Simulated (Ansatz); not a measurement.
**Diamond alloy of Si and Sn (8 of 64 Si sites exchanged), 64 atoms**

Ansatz, PAW, plane waves. PBEsol relaxation of volume and atoms (shape held) at the single k point (½, ½, ½); single points on the relaxed atoms at the Γ point alone, onto which points of the small cell's zone fold. Arrangement: clustered. No spin–orbit coupling unless named.

Relaxed structure:

```xyz
64
Lattice="11.1400 0.0000 0.0000 0.0000 11.1400 0.0000 0.0000 0.0000 11.1400" Properties=species:S:1:pos:R:3 pbc="T T T"
Sn   10.9832   11.0508    0.0800
Sn    1.4150    1.6398    1.4055
Sn    2.7028    8.1964    0.0844
Sn    4.4316    9.7677    1.4107
Sn    2.8054    0.0184    3.0404
Sn    4.3152    6.8089    9.6069
Sn    9.5968    1.5275    9.6060
Sn    1.3884    9.7369    9.4697
Si   11.1054   11.1234    5.6008
Si   11.0953    5.5204    0.0042
Si   11.1255    5.5632    5.5472
Si    5.7344    0.1409   10.9883
Si    5.6143    0.0213    5.5553
Si    5.6968    5.4770    0.1075
Si    5.5626    5.5623    5.5788
Si    1.4373    1.4294    6.8733
Si    1.2234    6.7974    1.5504
Si    1.3514    6.9091    6.8972
Si    6.9811    1.4267    1.4072
Si    6.9528    1.3806    6.9299
Si    7.0144    6.9079    1.4330
Si    6.9907    6.9689    6.9330
Si    2.9313    2.9453   10.9885
Si    2.8121    2.8262    5.5577
Si    2.7730    8.3165    5.6015
Si    8.2682    2.9094    0.1093
Si    8.3518    2.7740    5.5785
Si    8.3101    8.3064    0.0040
Si    8.3540    8.3365    5.5486
Si    4.2146    4.1929    1.4088
Si    4.1702    4.1652    6.9329
Si    4.2188    9.7884    6.8742
Si    9.6988    4.2257    1.4364
Si    9.7582    4.2017    6.9335
Si    9.5852    9.5756    1.5511
Si    9.6990    9.7031    6.8989
Si    2.9303    0.1416    8.1864
Si    2.7676    5.5214    2.8220
Si    2.6962    5.4820    8.2037
Si    8.3091   11.1204    2.8215
Si    8.2699   11.0491    8.2025
Si    8.3589    5.5707    2.8187
Si    8.3463    5.5574    8.3654
Si    4.3197    1.5314    4.3257
Si    4.2596    1.4700    9.6618
Si    4.1660    6.9310    4.1989
Si    9.7203    1.3770    4.1985
Si    9.7021    6.9127    4.2242
Si    9.7193    6.9300    9.7528
Si   11.0118    2.9297    2.9126
Si    0.1069    2.8819    8.2291
Si   11.0438    8.2556    2.8815
Si   11.0001    8.2102    8.1890
Si    5.5871    2.7983    2.7959
Si    5.6182    2.8280    8.3159
Si    5.7213    8.2197    2.9132
Si    5.6714    8.4573    8.2295
Si    1.3844    4.1896    4.2230
Si    1.4057    4.2231    9.6961
Si    1.2581    9.6086    4.3155
Si    6.9690    4.1800    4.1809
Si    6.9738    4.1835    9.7766
Si    6.9806    9.7339    4.2226
Si    7.0131    9.7566    9.6954
```

**Question.** What are the mean bond lengths by pair (pairs within 1.2 times the sum of covalent radii, less contacts 15 % beyond the pair's median; cation–cation pairs of compounds aside; long ionic contacts are cut short by that bound)?

**Answer.** Si–Si 2.379 ± 0.025 Å (standard deviation, 104 bonds); Si–Sn 2.523 ± 0.013 Å (standard deviation, 16 bonds); Sn–Sn 2.682 ± 0.007 Å (standard deviation, 8 bonds).

**Question.** What gap lies between the top filled and the lowest empty level in the single points?

**Answer.** HSE06 0.69 eV (2.7 min on 7 threads of Neoverse-V2). An indirect band minimum needn't fold onto Γ of this cell; where it doesn't, these gaps are too wide.
